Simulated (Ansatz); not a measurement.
ScAl2:
```
CELL_PARAMETERS angstrom
      0.00000     3.77833     3.77833
      3.77833     0.00000     3.77833
      3.77833     3.77833     0.00000
ATOMIC_POSITIONS crystal
  Sc 0.00000 0.00000 0.00000
  Sc 0.25000 0.25000 0.25000
  Al 0.62500 0.62500 0.62500
  Al 0.12500 0.62500 0.62500
  Al 0.62500 0.62500 0.12500
  Al 0.62500 0.12500 0.62500
```

Relaxed with r²SCAN.

Give the Bader charges and basin volumes of the independent atoms, plane-wave PAW r²SCAN (Ansatz code).



```tsv
atom	Bader charge (e)	Bader volume (Å³)
Sc1	+1.36	12.9
Al3	-0.68	20.5
```

Space group Fd-3m (cubic Laves (MgCu2 type)). The workflow started from a Materials Project entry (that database holds measured and hypothetical structures alike); the Crystallography Open Database copy checked does not list it. Its standing as an ambient phase is unchecked. The r²SCAN relaxation kept the symmetry of its start; its stability against distortions is not shown here. No spin polarisation was allowed.

Potentials: the later of the program's two PAW sets.
